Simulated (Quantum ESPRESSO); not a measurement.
# Band energies of RbCaH3

```
RbCaH3
1.0
    4.52097     0.00000     0.00000
    0.00000     4.52097     0.00000
    0.00000     0.00000     4.52097
H Ca Rb
3 1 1
Cartesian
  2.26049   0.00000   2.26049
  0.00000   2.26049   2.26049
  2.26049   2.26049   0.00000
  2.26049   2.26049   2.26049
  0.00000   0.00000   0.00000
```

PBEsol (pw.x of Quantum ESPRESSO, ONCV potentials, with spin-orbit coupling); path ΓXMΓRX,MR; energies in eV from the valence-band maximum.

```csv
k (1/Å),point,band 22,band 23,band 24,band 25,band 26,band 27,band 28,band 29
0.00,Γ,-0.39,6.09,6.09,6.09,6.09,6.11,6.11,7.31
0.23,,-0.33,5.94,5.94,5.96,5.96,6.17,6.17,6.50
0.69,X,-0.14,5.59,5.59,5.61,5.61,5.80,5.80,6.20
0.93,,-0.15,4.54,4.54,5.43,5.43,5.65,5.65,6.04
1.39,M,0.00,3.07,3.07,4.99,4.99,4.99,4.99,5.77
1.72,,-0.11,3.84,3.84,5.22,5.22,5.35,5.35,5.86
1.88,,-0.21,4.56,4.56,5.48,5.48,5.73,5.73,5.90
2.21,,-0.36,5.97,5.97,6.01,6.01,6.13,6.13,6.79
2.37,Γ,-0.39,6.09,6.09,6.09,6.09,6.11,6.11,7.31
2.54,,-0.36,5.98,5.98,5.99,5.99,6.08,6.08,6.78
2.72,,-0.29,5.34,5.34,5.61,5.61,5.62,5.62,6.75
3.06,,-0.18,4.05,4.05,4.75,4.75,4.79,4.79,6.72
3.23,,-0.18,4.00,4.00,4.50,4.50,4.55,4.55,6.60
3.58,R,-0.20,4.30,4.30,4.40,4.40,4.40,4.40,5.73
3.86,,-0.17,4.03,4.03,4.42,4.42,4.54,4.54,6.15
4.00,,-0.19,3.95,3.95,4.51,4.51,4.73,4.73,6.21
4.28,,-0.17,4.60,4.60,4.90,4.90,5.39,5.39,6.21
4.56,X,-0.14,5.59,5.59,5.61,5.61,5.80,5.80,6.20
4.56,M,0.00,3.07,3.07,4.99,4.99,4.99,4.99,5.77
4.91,,-0.11,3.66,3.66,4.61,4.61,4.65,4.65,5.92
5.25,R,-0.20,4.30,4.30,4.40,4.40,4.40,4.40,5.73
```

The PBEsol gap is direct, 3.07 eV at M.

The cell is held in this high symmetry; tilts and polar distortions were not searched.

Geometry of the Materials Project entry, not relaxed at this level.
